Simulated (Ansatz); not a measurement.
B$_{2}$O$_{3}$:
```xyz
15
Lattice="4.3427 0.0000 0.0000 -2.1713 3.7609 0.0000 0.0000 0.0000 8.3889" Properties=species:S:1:pos:R:3 pbc="T T T"
B      2.0369     2.2665     6.5041
B      1.3614     0.6308     0.9115
B      3.1157     0.8637     3.7078
B      0.9444     2.8972     1.8848
B     -0.1345     1.4944     7.4775
B     -0.8099     3.1301     4.6812
O     -0.5610     2.0524     3.8757
O      0.6744     2.2489     6.6721
O     -0.1134     3.2205     1.0794
O      2.0580     0.5404     4.5132
O      1.6104     1.7084     1.7169
O      2.8457     1.5120     7.3095
O     -1.8243     3.1597     5.5926
O      0.3471     0.6012     0.0000
O      3.6485     0.0000     2.7963
```

Tensor components refer to the Cartesian frame of this cell.

Give the high-frequency dielectric tensor and the Born effective charge tensors of the independent atoms from DFPT, the program Ansatz at the r²SCAN level (PAW).


ε∞:
```
2.71  0.00  0.00
0.00  2.71  0.00
0.00  0.00  2.65
```
Z* of atom 1 (B), rows: field, columns: displacement, in e:
```
 3.18  -0.09   0.07
 0.16   1.93  -0.44
-0.32  -0.84   2.30
```
Z* of atom 7 (O), rows: field, columns: displacement, in e:
```
-1.10  -0.52   0.03
-0.45  -2.51  -0.55
 0.14  -0.70  -1.34
```
Z* of atom 13 (O), rows: field, columns: displacement, in e:
```
-1.65  -0.26   0.59
-0.26  -1.35   0.34
 0.92   0.53  -1.92
```

Static charges for comparison (Bader): B1 +2.45, O7 -1.63, O13 -1.64 e. Born charges measure polarisation by displacement and can exceed these by far.

Space group P3_121. The first step of the workflow began from a Materials Project structure, measured or hypothetical; the Crystallography Open Database files this formula in space group No. 152, but the cells were not matched. Its standing as an ambient phase is unchecked. Symmetry was held in the r²SCAN relaxation; phonons on a q-mesh show no instability.

Potentials: the earlier of the program's two PAW sets.
